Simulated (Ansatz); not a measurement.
LaF:
```xyz
4
Lattice="1.9761 1.1409 6.6677 -1.9761 1.1409 6.6677 0.0000 -2.2818 6.6677" Properties=species:S:1:pos:R:3 pbc="T T T"
La     0.0000     0.0000     1.8126
La     0.0000     0.0000    18.1906
F      0.0000     0.0000     7.4360
F      0.0000     0.0000    12.5672
```

Relaxed with r²SCAN+D4.

**Question.** Give the Bader charges and basin volumes of the independent atoms, r²SCAN+D4 (plane waves, PAW; program Ansatz).

**Answer.** 

```tsv
atom	Bader charge (e)	Bader volume (Å³)
La1	+0.85	31.9
F3	-0.85	13.2
```

Space group R-3m. The start of the workflow was typed in or built on a structure type; neither database checked (COD, Materials Project) lists it. Whether it is the stable phase at ambient conditions was not checked. The r²SCAN+D4 relaxation kept the symmetry of its start; its stability against distortions is not shown here. Scalar-relativistic: spin–orbit coupling is off unless named, which matters more the heavier the elements.

Potentials: the earlier of the program's two PAW sets. The files were generated under PBE; for other functionals the program regenerates the frozen cores, and for LDA and PBEsol the local potential too.
